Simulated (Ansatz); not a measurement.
A relaxation computed with Ansatz, from input to last step.

```yaml
crystal:
  lattice:
    - [5.692663685, 0.0, 0.0]
    - [0.0, 5.692663685, 0.0]
    - [0.0, 0.0, 5.69106878]
  atoms:
    - { symbol: Fe, position: [0.5, 0.0, 0.5], spin: 2.48 }
    - { symbol: Fe, position: [0.74829272, 0.25170728, 0.75230013], spin: 2.72 }
    - { symbol: Fe, position: [0.25170728, 0.74829272, 0.24769987], spin: 2.72 }
    - { symbol: Fe, position: [0.25170728, 0.74829272, 0.75230013], spin: 2.72 }
    - { symbol: Fe, position: [0.25170728, 0.25170728, 0.75230013], spin: 2.72 }
    - { symbol: Fe, position: [0.0, 0.0, 0.5], spin: 2.5 }
    - { symbol: Fe, position: [0.74829272, 0.25170728, 0.24769987], spin: 2.72 }
    - { symbol: Fe, position: [0.74829272, 0.74829272, 0.75230013], spin: 2.72 }
    - { symbol: Fe, position: [0.74829272, 0.74829272, 0.24769987], spin: 2.72 }
    - { symbol: Fe, position: [0.0, 0.5, 0.5], spin: 2.48 }
    - { symbol: Fe, position: [0.5, 0.0, 0.0], spin: 2.46 }
    - { symbol: Fe, position: [0.25170728, 0.25170728, 0.24769987], spin: 2.72 }
    - { symbol: Fe, position: [0.0, 0.5, 0.0], spin: 2.46 }
    - { symbol: Co, position: [0.0, 0.0, 0.0], spin: 1.99 }
    - { symbol: Co, position: [0.5, 0.5, 0.5], spin: 1.98 }
    - { symbol: Co, position: [0.5, 0.5, 0.0], spin: 1.94 }
basis:
  ecutwfc: 420
kpoints:
  mp_grid: { grid: [6, 6, 6] }
hamiltonian:
  xc: pbesol
scf:
  occupations: { method: gaussian, width: 0.1 }
output:
  forces: true
  stress: true
  eigenvalues: true
  populations: true
magnetization:
  spin_polarized: true
relax:
  adjacent_minimum: "off"
  f_tol: 0.01
  max_steps: 40
```

```bash
ansatz run input.yaml --threads 4 --pin off --max-ram 10240MiB --backend cpu --events-out ev --progress --plain --runs-dir out
```

Method: DFT PBEsol, scalar-relativistic, plane waves, PAW (Ansatz).

Of 4 frames 3 are shown, positions in Å and forces in eV/Å; the SCF threshold varies from step to step.

```xyz
16
Lattice="5.6927 0.0000 0.0000 0.0000 5.6927 0.0000 0.0000 0.0000 5.6911" Properties=species:S:1:pos:R:3:forces:R:3 pbc="T T T" step=1 free_energy_over_end_meV_per_atom=0.71
Fe    2.8463    0.0000    2.8455    0.0000    0.0000    0.0000
Fe    4.2598    1.4329    4.2814    0.1079   -0.1079   -0.1333
Fe    1.4329    4.2598    1.4097   -0.1079    0.1079    0.1333
Fe    1.4329    4.2598    4.2814   -0.1079    0.1079   -0.1333
Fe    1.4329    1.4329    4.2814   -0.1079   -0.1079   -0.1333
Fe    0.0000    0.0000    2.8455    0.0000    0.0000    0.0000
Fe    4.2598    1.4329    1.4097    0.1079   -0.1079    0.1333
Fe    4.2598    4.2598    4.2814    0.1079    0.1079   -0.1333
Fe    4.2598    4.2598    1.4097    0.1079    0.1079    0.1333
Fe    0.0000    2.8463    2.8455    0.0000    0.0000    0.0000
Fe    2.8463    0.0000    0.0000    0.0000    0.0000    0.0000
Fe    1.4329    1.4329    1.4097   -0.1079   -0.1079    0.1333
Fe    0.0000    2.8463    0.0000    0.0000    0.0000    0.0000
Co    0.0000    0.0000    0.0000    0.0000    0.0000    0.0000
Co    2.8463    2.8463    2.8455    0.0000    0.0000    0.0000
Co    2.8463    2.8463    0.0000    0.0000    0.0000    0.0000
16
Lattice="5.6927 0.0000 0.0000 0.0000 5.6927 0.0000 0.0000 0.0000 5.6911" Properties=species:S:1:pos:R:3:forces:R:3 pbc="T T T" step=2 free_energy_over_end_meV_per_atom=0.14
Fe    2.8463    0.0000    2.8455    0.0000    0.0000    0.0000
Fe    4.2639    1.4287    4.2763    0.0476   -0.0476   -0.0608
Fe    1.4287    4.2639    1.4148   -0.0476    0.0476    0.0608
Fe    1.4287    4.2639    4.2763   -0.0476    0.0476   -0.0608
Fe    1.4287    1.4287    4.2763   -0.0476   -0.0476   -0.0608
Fe    0.0000    0.0000    2.8455    0.0000    0.0000    0.0000
Fe    4.2639    1.4287    1.4148    0.0476   -0.0476    0.0608
Fe    4.2639    4.2639    4.2763    0.0476    0.0476   -0.0608
Fe    4.2639    4.2639    1.4148    0.0476    0.0476    0.0608
Fe    0.0000    2.8463    2.8455    0.0000    0.0000    0.0000
Fe    2.8463    0.0000    0.0000    0.0000    0.0000    0.0000
Fe    1.4287    1.4287    1.4148   -0.0476   -0.0476    0.0608
Fe    0.0000    2.8463    0.0000    0.0000    0.0000    0.0000
Co    0.0000    0.0000    0.0000    0.0000    0.0000    0.0000
Co    2.8463    2.8463    2.8455    0.0000    0.0000    0.0000
Co    2.8463    2.8463    0.0000    0.0000    0.0000    0.0000
16
Lattice="5.6927 0.0000 0.0000 0.0000 5.6927 0.0000 0.0000 0.0000 5.6911" Properties=species:S:1:pos:R:3:forces:R:3 pbc="T T T" step=4 free_energy_over_end_meV_per_atom=0.00
Fe    2.8463    0.0000    2.8455    0.0000    0.0000    0.0000
Fe    4.2672    1.4255    4.2720    0.0000    0.0000   -0.0002
Fe    1.4255    4.2672    1.4191    0.0000    0.0000    0.0002
Fe    1.4255    4.2672    4.2720    0.0000    0.0000   -0.0002
Fe    1.4255    1.4255    4.2720    0.0000    0.0000   -0.0002
Fe    0.0000    0.0000    2.8455    0.0000    0.0000    0.0000
Fe    4.2672    1.4255    1.4191    0.0000    0.0000    0.0002
Fe    4.2672    4.2672    4.2720    0.0000    0.0000   -0.0002
Fe    4.2672    4.2672    1.4191    0.0000    0.0000    0.0002
Fe    0.0000    2.8463    2.8455    0.0000    0.0000    0.0000
Fe    2.8463    0.0000    0.0000    0.0000    0.0000    0.0000
Fe    1.4255    1.4255    1.4191    0.0000    0.0000    0.0002
Fe    0.0000    2.8463    0.0000    0.0000    0.0000    0.0000
Co    0.0000    0.0000    0.0000    0.0000    0.0000    0.0000
Co    2.8463    2.8463    2.8455    0.0000    0.0000    0.0000
Co    2.8463    2.8463    0.0000    0.0000    0.0000    0.0000
```

It took 2.3 min on 4 threads of Intel(R) Xeon(R) 6975P-C (Granite Rapids), with other jobs on the host, peak memory 2.5 GiB.

Only parallel moments were tried here.